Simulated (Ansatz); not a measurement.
AlRu:
```
CELL_PARAMETERS angstrom
      2.98237     0.00000     0.00000
      0.00000     2.98237     0.00000
      0.00000     0.00000     2.98237
ATOMIC_POSITIONS crystal
  Ru 0.00000 0.00000 0.00000
  Al 0.50000 0.50000 0.50000
```

Relaxed with r²SCAN. Special points in fractions of this cell's reciprocal vectors: Γ (0.000, 0.000, 0.000); X (0.000, 0.500, 0.000); M (0.500, 0.500, 0.000); R (0.500, 0.500, 0.500).

**Question.** List the band energies nearest the Fermi level at these points for DFT-r²SCAN with spin–orbit coupling in the program Ansatz with PAW potentials.

**Answer.** In eV from the Fermi level; about four levels below and three above (degenerate sets whole), none deeper than 8.9 eV; points with the same levels are listed once.

```csv
k,below,above
Γ,-3.75 -3.75 -3.75 -3.75,0.08 0.08 0.08 0.08
X,-1.79 -1.79 -1.67 -1.67,0.42 0.42 2.53 2.53
M,-1.34 -1.34 -1.22 -1.22,1.72 1.72 5.72 5.72
R,-5.01 -5.01 -5.01 -5.01 -4.92 -4.92,1.82 1.82 1.82 1.82
```

Space group Pm-3m (CsCl type). Symmetry was held in the r²SCAN relaxation. No spin polarisation was allowed.

Potentials: the later of the program's two PAW sets.
